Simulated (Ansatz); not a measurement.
Starting cell, Zr (hcp, Mg type):

```xyz
2
Lattice="3.1842 0.0000 0.0000 -1.5921 2.7576 0.0000 0.0000 0.0000 5.1167" Properties=species:S:1:pos:R:3 pbc="T T T"
Zr     0.0000     1.8384     3.8375
Zr     1.5921     0.9192     1.2792
```

Scan: atom 1 (Zr, nearest neighbour Zr at 3.150 Å; its periodic images, 3.2 Å or more away, move with it) is displaced towards the nearest neighbour, direction (0.505, -0.292, -0.812) in Cartesian axes, by s. The other atoms stay.

Computed with PBEsol (plane waves to 420 eV, PAW, scalar-relativistic; Ansatz, a program for electronic structure). k mesh 14×14×8 (Γ-centred), Fermi-Dirac smearing 0.05 eV. The energy includes the smearing's −TS. Left out: 1 of 11 points, with atoms too close for the PAW data. With partly filled bands, energies and forces of such displacements shift with the k mesh and the smearing. F⊥ is the part of the force across the line. Zr is run without spin polarisation. Zr was relaxed with its symmetry unable to fall. ΔE is measured from the undisplaced structure.

| s (Å) | ΔE (meV/cell) | |F⊥| (eV/Å) |
|---|---|---|
| -0.630 | 829 | 2.147 |
| -0.504 | 504 | 1.562 |
| -0.378 | … | 1.041 |
| -0.252 | … | 0.600 |
| -0.126 | … | 0.249 |
| 0.000 | 0 | 0.000 |
| 0.126 | … | 0.248 |
| 0.252 | … | 0.594 |
| 0.378 | … | 1.009 |
| 0.504 | 507 | 1.475 |

### Question
Some entries are withheld; supply them.

### Answer

- -0.378, ΔE (meV/cell): 269
- -0.252, ΔE (meV/cell): 112
- -0.126, ΔE (meV/cell): 26
- 0.126, ΔE (meV/cell): 26
- 0.252, ΔE (meV/cell): 112
- 0.378, ΔE (meV/cell): 269

(For displaced atoms, the force is minus the slope of the energy, and its curvature is a force constant, which sets phonon frequencies.)
